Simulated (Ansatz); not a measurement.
BaHfO₃:
```cif
data_BaHfO3
_chemical_formula_sum 'Ba1 Hf1 O3'
_space_group_name_H-M_alt 'Pm-3m'
_space_group_IT_number 221
_space_group_name_Hall '-P 4 2 3'
_cell_length_a 4.20629
_cell_length_b 4.20629
_cell_length_c 4.20629
_cell_angle_alpha 90.000
_cell_angle_beta 90.000
_cell_angle_gamma 90.000
loop_
_atom_site_label
_atom_site_type_symbol
_atom_site_symmetry_multiplicity
_atom_site_Wyckoff_symbol
_atom_site_fract_x
_atom_site_fract_y
_atom_site_fract_z
_atom_site_occupancy
Ba1 Ba 1 a 0.00000 0.00000 0.00000 1
Hf1 Hf 1 b 0.50000 0.50000 0.50000 1
O1 O 3 c 0.00000 0.50000 0.50000 1
```

Relaxed with PBE. PBE (plane waves, PAW; program Ansatz) gives a gap of 3.62 eV.

Task: What gap does HSE06 give on the same cell (Ansatz, PAW)?

Result: 5.13 eV, 1.51 eV more. The hybrid was solved on a coarser mesh and at special points; its gap is the smallest among all of these.

| k | v1 PBE | c1 PBE | v1 HSE06 | c1 HSE06 |
|---|---|---|---|---|
| Γ | -0.14 | 3.62 | -0.19 | 5.13 |
| R | 0.00 | 6.04 | (withheld) | (withheld) |
| M | -0.05 | 6.17 | (withheld) | (withheld) |
| X | -0.44 | 4.07 | (withheld) | (withheld) |

Task: Top valence (v1) and lowest conduction level (c1) in eV from each method's valence maximum (which need not be a listed point): supply the withheld HSE06 values.

Result: 
- M, v1 HSE06: -0.05
- M, c1 HSE06: 7.88
- R, v1 HSE06: 0.00
- R, c1 HSE06: 7.58
- X, v1 HSE06: -0.54
- X, c1 HSE06: 5.64

Cost on shared cores: the PBE run (SCF on a 7×7×7 mesh, then bands and DOS) roughly 30 core-seconds, the HSE06 run (SCF on 4×4×4, then a few points) around 2.4 core-minutes (rough); the tasks are unlike.

The cell was relaxed with PBE under the symmetry of its start; phonons on a q-mesh show no instability. The run is not spin-polarised. Spin–orbit coupling is left out wherever it is not named.

Potentials: the later of the program's two PAW sets.
